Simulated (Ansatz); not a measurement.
Ag5(PbO3)2 (space group P-31m)

```
CELL_PARAMETERS angstrom
      5.91485     0.00000     0.00000
     -2.95742     5.12241     0.00000
      0.00000     0.00000     6.42644
ATOMIC_POSITIONS crystal
  Ag 0.00000 0.00000 0.22030
  Ag 0.00000 0.00000 0.77970
  Ag 0.00000 0.50000 0.00000
  Ag 0.50000 0.50000 0.00000
  Ag 0.50000 0.00000 0.00000
  Pb 0.66667 0.33333 0.50000
  Pb 0.33333 0.66667 0.50000
  O  0.62496 0.62496 0.30574
  O  0.37504 0.37504 0.69426
  O  0.37504 0.00000 0.30574
  O  0.62496 0.00000 0.69426
  O  0.00000 0.37504 0.30574
  O  0.00000 0.62496 0.69426
```

This relaxed cell (volume V₀) is scaled evenly in all directions, its shape held. The atoms relax within the cell's symmetry.

The numbers are results of PBEsol (plane waves to 420 eV, PAW, scalar-relativistic; Ansatz, a quantum-chemistry and plane-wave program), not measurements. k mesh 8×8×6 (Γ-centred), Fermi-Dirac smearing 0.05 eV. E stands for the smeared free energy. Stress and pressure are positive under compression. Ag5(PbO3)2 is run without spin polarisation and with no Hubbard U. Ag5(PbO3)2 was relaxed with its symmetry unable to fall. Spin-orbit coupling is left out, though Pb is heavy. The zero of ΔE is the relaxed starting cell.

```csv
V (Å³/atom),ΔE (eV/atom),P (GPa)
13.480,…,15.5
13.779,0.040,11.6
14.079,…,8.1
14.379,0.009,5.1
14.678,0.002,2.4
14.978,0.000,0.0
15.277,0.002,-2.1
15.577,0.008,-4.0
15.876,0.017,-5.6
16.176,0.029,-7.1
16.475,0.043,-8.3
```

Problem. What belongs in the gaps?

Solution. 
- 13.480, ΔE (eV/atom): 0.065
- 14.079, ΔE (eV/atom): 0.021

(Under strain, the slope of the energy per volume gives the stress and its curvature an elastic modulus.)
